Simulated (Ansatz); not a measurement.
# Mn₃Si (Fm-3m): majority and minority states

```xyz
4
Lattice="0.0000 2.8610 2.8610 2.8610 0.0000 2.8610 2.8610 2.8610 0.0000" Properties=species:S:1:pos:R:3 pbc="T T T"
Mn    2.8610    2.8610    2.8610
Mn    1.4305    1.4305    1.4305
Mn    4.2915    4.2915    4.2915
Si    0.0000    0.0000    0.0000
```

The source of the geometry is a structure as deposited in COD; atoms and cell stay fixed.

Settings: LDA, 10×10×10 k mesh, Fermi–Dirac smearing of 0.05 eV. LAPW is all-electron LAPW in Ansatz 0.2.0. Site moments are integrated in spheres about the atoms. Start moments (μB): Mn1 2.4, Mn2 -0.7, Mn3 -0.7.

Density of states, smoothed by a Gaussian of 0.15 eV:

| E − E_F (eV) | majority (states/eV/cell) | minority (states/eV/cell) |
| --- | --- | --- |
| -7.00 | 0.00 | 0.00 |
| -6.75 | 0.00 | 0.00 |
| -6.50 | 0.02 | 0.00 |
| -6.25 | 0.15 | 0.07 |
| -6.00 | 0.53 | 0.36 |
| -5.75 | 1.26 | 1.04 |
| -5.50 | 1.05 | 1.25 |
| -5.25 | 0.49 | 0.65 |
| -5.00 | 0.49 | 0.39 |
| -4.75 | 0.74 | 0.57 |
| -4.50 | 1.02 | 0.70 |
| -4.25 | 1.55 | 0.88 |
| -4.00 | 2.00 | 1.49 |
| -3.75 | 1.69 | 2.22 |
| -3.50 | 0.96 | 1.81 |
| -3.25 | 1.41 | 0.90 |
| -3.00 | 2.27 | 1.75 |
| -2.75 | 3.27 | 1.92 |
| -2.50 | 4.90 | 1.53 |
| -2.25 | 3.03 | 2.77 |
| -2.00 | 1.77 | 3.27 |
| -1.75 | 1.37 | 3.09 |
| -1.50 | 1.31 | 3.75 |
| -1.25 | 1.20 | 3.66 |
| -1.00 | 1.62 | 3.60 |
| -0.75 | 3.11 | 2.71 |
| -0.50 | 4.40 | 1.98 |
| -0.25 | 4.45 | 1.27 |
| 0.00 | 3.50 | 0.36 |
| 0.25 | 2.16 | 0.06 |
| 0.50 | 1.77 | 0.45 |
| 0.75 | 2.92 | 3.19 |
| 1.00 | 3.34 | 5.36 |
| 1.25 | 2.41 | 4.81 |
| 1.50 | 1.20 | 4.13 |
| 1.75 | 1.47 | 2.14 |
| 2.00 | 1.30 | 1.36 |
| 2.25 | 1.02 | 1.08 |
| 2.50 | 0.88 | 0.93 |
| 2.75 | 0.79 | 0.85 |
| 3.00 | 0.71 | 0.79 |
| 3.25 | 0.68 | 0.75 |
| 3.50 | 0.58 | 0.65 |
| 3.75 | 0.44 | 0.50 |
| 4.00 | 0.34 | 0.41 |
| 4.25 | 0.25 | 0.35 |
| 4.50 | 0.32 | 0.38 |

**Question.** What spin moment does the cell carry?

**Answer.** 1.05 μB. Site moments (μB): Mn1 2.43, Mn2 -0.72, Mn3 -0.72, Si4 0.03.

**Question.** How large is the spin polarisation of the states at the Fermi level?

**Answer.** (N↑ − N↓)/(N↑ + N↓) = +88 %, from 3.50 and 0.23 states/eV; these are averaged over the run's smearing, not the smoothing of the table, and they move with the mesh.

Löwdin populations of d and f shells (filled inner shells left out):

```json
{"shell": "Mn1 3d", "up": "4.14", "down": "1.64"}
{"shell": "Mn2 3d", "up": "2.68", "down": "3.44"}
{"shell": "Mn3 3d", "up": "2.68", "down": "3.44"}
```

Further occupied bands lie below the window, the nearest with its top at -8.3 eV.

This cell lies far from its zero-pressure volume, so the numbers describe the cell as given rather than the relaxed compound. The Ansatz runs typed with the search for lower states off end where their start leads. The magnetic state is the one that this cell and start allow. It needn't be the compound's measured order, which may need a larger cell or be absent.
